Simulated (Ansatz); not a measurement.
Relaxed-ion elastic tensor of SiO2 in space group P4_12_12 (No. 92; Si on 4a, O on 8b) in GPa (Voigt order), plane-wave PAW r²SCAN (Ansatz code); density 2.32 g/cm³, 14.32 Å³ per atom.

```json
[
 {"": "1", "1": "58.1", "2": "4.4", "3": "-8.9", "4": "0.0", "5": "0.0", "6": "0.0"},
 {"": "2", "1": "4.4", "2": "58.1", "3": "-8.9", "4": "0.0", "5": "0.0", "6": "0.0"},
 {"": "3", "1": "-8.9", "2": "-8.9", "3": "46.8", "4": "0.0", "5": "0.0", "6": "0.0"},
 {"": "4", "1": "0.0", "2": "0.0", "3": "0.0", "4": "75.1", "5": "0.0", "6": "0.0"},
 {"": "5", "1": "0.0", "2": "0.0", "3": "0.0", "4": "0.0", "5": "75.1", "6": "0.0"},
 {"": "6", "1": "0.0", "2": "0.0", "3": "0.0", "4": "0.0", "5": "0.0", "6": "27.8"}
]
```

Question: Is the crystal mechanically stable?

Answer: Yes: the smallest eigenvalue of C is 27.8 GPa.

Question: Work out the Voigt, Reuss and Hill averages.

Answer: K_V = 15.1, K_R = 14.4, K_H = 14.8; G_V = 47.4, G_R = 37.7, G_H = 42.5 GPa.

Question: Give Young's modulus, Poisson's ratio, Pugh's ratio and the universal anisotropy index.

Answer: E = 9KG/(3K + G) = 65.1 GPa; ν = -0.23; K/G = 0.35 (brittle by the Pugh limit of 1.75); A_U = 5G_V/G_R + K_V/K_R − 6 = 1.33.

Question: Estimate the sound speeds and the Debye temperature.

Answer: v_l = √((K + 4G/3)/ρ) = 5550 m/s, v_t = √(G/ρ) = 4280 m/s, mean 4570 m/s; Θ = (h/k)(3n/4πV)^(1/3) v_m = 561 K.

Question: How much does each axis shrink under pressure?

Answer: Linear compressibilities β_i = Σ_j S_ij (j = 1 to 3): x 20, y 20, z 29 per TPa.

The cell was relaxed with r²SCAN under the symmetry of its start; phonons on a q-mesh show no instability.

Potentials: the earlier of the program's two PAW sets.
